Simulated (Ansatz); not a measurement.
**Zone-centre phonons of Sn2Ge: input and output**

All numbers below come from DFT LDA, scalar-relativistic, plane waves, PAW in Ansatz 0.2.0.

Launched with:
```bash
ansatz run input.yaml --threads 1 --pin off --max-ram 3072MiB --backend cpu --events-out ev --progress --plain --runs-dir out
```

Input (bare energies are in eV):
```yaml
crystal:
  lattice:
    - [0.0, 3.3992919954, 3.3992919954]
    - [3.3992919954, 0.0, 3.3992919954]
    - [3.3992919954, 3.3992919954, 0.0]
  atoms:
    - { symbol: Sn, position: [0.75, 0.75, 0.75] }
    - { symbol: Sn, position: [0.25, 0.25, 0.25] }
    - { symbol: Ge, position: [0.0, 0.0, 0.0] }
basis:
  ecutwfc: 420
kpoints:
  mp_grid: { grid: [12, 12, 12] }
hamiltonian:
  xc: lda
scf:
  occupations: { method: fermi_dirac, width: 0.15 }
output:
  eigenvalues: true
phonons:
  method: dfpt
  eigenvectors: true
```

Results section of the output:
```
--- Phonons (Γ-DFPT): 2 representative perturbations + reference, on 163 of 1728 k-points (Σ response iterations 6) ---
  k mesh reduced under 8 symmetry operations, with k and −k counted as one. Each operation leaves every solved displacement unchanged or reverses it
  ASR residual: 5.630e-5 → 0.000e0 eV/Å²; symmetrization residual: 5.650e-6 eV/Å²
  ASR residual per site (eV/Å²): 5.63e-5 5.63e-5 5.45e-5
  Γ frequencies (cm⁻¹): 0.00 0.00 0.00 91.14 91.14 91.14 127.03 127.03 127.03
  non-analytic LO–TO correction: not included (Born effective charges unavailable; polar crystals: no LO–TO splitting at Γ)
```

It took 2.1 min on 1 thread of Arm Neoverse V1, with other jobs on the host, peak memory 1.4 GiB.

The cell was built by swapping an element in a database structure (itself possibly hypothetical) and relaxing; it need not be the stable form of this composition. In a metal, frequencies and elastic constants depend on the k mesh and the smearing, soft modes and shear constants most.